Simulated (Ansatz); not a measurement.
Level of theory: DFT PBE, scalar-relativistic, plane waves, PAW in Ansatz. All cells share a 420 eV cutoff and Γ-centred k meshes spaced at most about 0.3 Å⁻¹ (about 0.25 or finer for metals, 2π included). No spin polarisation in the final relaxations.

All energies are static (0 K, no zero-point motion).

Two relaxed structures of MgCd₂SeS₂:

A.

```xyz
6
Lattice="5.2734 0.0000 0.0000 0.0000 5.2734 0.0000 0.0000 0.0000 5.4523" Properties=species:S:1:pos:R:3 pbc="T T T"
Mg    0.0000    0.0000    0.0000
Cd    0.0000    2.6367    2.7262
Cd    2.6367    0.0000    2.7262
Se    0.0000    0.0000    2.7262
S     2.6367    2.6367    4.1364
S     2.6367    2.6367    1.3159
```

B.

```xyz
6
Lattice="3.7520 0.0000 0.0000 0.0000 3.7520 0.0000 0.0000 0.0000 11.2173" Properties=species:S:1:pos:R:3 pbc="T T T"
Mg    0.0000    0.0000    0.0000
Cd    1.8760    0.0000    6.7992
Cd    0.0000    1.8760    4.4182
Se    1.8760    1.8760    0.0000
S     1.8760    0.0000    4.0922
S     0.0000    1.8760    7.1251
```

Problem. Which form is favoured at zero pressure, and by what margin per atom?

Solution. B is lower, by 0.52 eV/atom. A has space group P4/mmm (No. 123), 25.3 Å³/atom and no gap on its mesh; B has space group P-4m2 (No. 115), 26.3 Å³/atom and a gap of 0.70 eV. Counting S or Se atoms around Cd and Mg (for each partner element, those within 1.25 times its shortest distance or 1.15 times the sum of covalent radii, where it is the nearest in units of that sum or under 1.3; a plus sign parts groups by distance over the sum of covalent radii), A has Mg 2, Cd 2+4 and B has Mg 4, Cd 5. In A, Mg has 2 Se at 2.73 Å; Cd has 2 Se at 2.64 Å and 4 S at 2.99 Å; around Se lie 4 Cd at 2.64 Å and 2 Mg at 2.73 Å; around S lie 1 S at 2.63 Å, 1 S at 2.82 Å and 4 Cd at 2.99 Å. In B, Mg is surrounded by 4 Se at 2.65 Å; around Cd lie 5 S at 2.67–2.71 Å; Se has 4 Mg at 2.65 Å; S is surrounded by 5 Cd at 2.67–2.71 Å. Both come from invented guesses.

No dispersion correction is applied, so the spacing and binding between layers, chains or molecules are poorly described (P-4m2), and this can change margins and order among such cells. Kohn–Sham gaps at this level usually fall short of measured ones. Cells relaxed within their symmetry can be saddle points.
